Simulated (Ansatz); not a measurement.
## Li13P4N10Cl3: field gradients at two levels of theory

Cell: an entry of the Crystallography Open Database (COD), ions relaxed with PBE at fixed cell.

```cif
data_Li13P4N10Cl3
_symmetry_space_group_name_H-M 'Fm-3m'
_symmetry_Int_Tables_number 225
_cell_length_a 13.9321
_cell_length_b 13.9321
_cell_length_c 13.9321
_cell_angle_alpha 90.000
_cell_angle_beta 90.000
_cell_angle_gamma 90.000
loop_
_atom_site_label
_atom_site_type_symbol
_atom_site_symmetry_multiplicity
_atom_site_Wyckoff_symbol
_atom_site_fract_x
_atom_site_fract_y
_atom_site_fract_z
Li1 Li 24 e 0.5000 0.5000 0.3554
Li7 Li 32 f 0.1282 0.3718 0.3718
Li15 Li 48 i 0.6821 0.6821 0.5000
P P 32 f 0.3224 0.3224 0.3224
N35 N 32 f 0.3879 0.6121 0.6121
N43 N 48 g 0.7500 0.7500 0.6129
Cl Cl 24 e 0.5000 0.5000 0.8166
```

One atom of each set is listed; the run and its k-mesh use a cell of 60 atoms with edges of 9.85, 9.85, 9.85 Å.

First run. Computed with Ansatz: DFT, PBE, plane waves and PAW, scalar-relativistic, 420 eV cutoff, Γ-centred 4×4×4 k-points, Fermi–Dirac smearing 0.02 eV.

| site | V_zz (10²¹ V/m²) | η |
| --- | --- | --- |
| Li1 | 0.26 | 0.00 |
| Li7 | -0.066 | 0.00 |
| Li15 | 0.32 | 0.44 |
| P | -5.17 | 0.00 |
| N35 | 3.36 | 0.00 |
| N43 | 4.33 | 0.54 |
| Cl | -3.41 | 0.00 |

Second run. The same atoms and settings, except that the gradients are read without the response of the frozen cores to their surroundings (frozen_core: stored), which the first run includes.

Q: Given the first result, estimate the second.

A: 

```json
{"site": "Li1", "V_zz": "0.26", "η": "0.00", "change of V_zz": "0.00"}
{"site": "Li7", "V_zz": "-0.066", "η": "0.00", "change of V_zz": "0.00"}
{"site": "Li15", "V_zz": "0.32", "η": "0.44", "change of V_zz": "0.00"}
{"site": "P", "V_zz": "-5.19", "η": "0.00", "change of V_zz": "-0.02"}
{"site": "N35", "V_zz": "3.53", "η": "0.00", "change of V_zz": "+0.17"}
{"site": "N43", "V_zz": "4.51", "η": "0.55", "change of V_zz": "+0.18"}
{"site": "Cl", "V_zz": "-3.38", "η": "0.00", "change of V_zz": "+0.03"}
```

The largest change of V_zz is on N43, from 4.33 to 4.51. In per cent, |V_zz| changes by 0 on P, +4 to +5 on N, -1 on Cl (all sites that start above 0.5).

For the first run: With these PAW files V_zz is typically within 2 to 3 % of all-electron values, but misses above 10 % occur on Li.
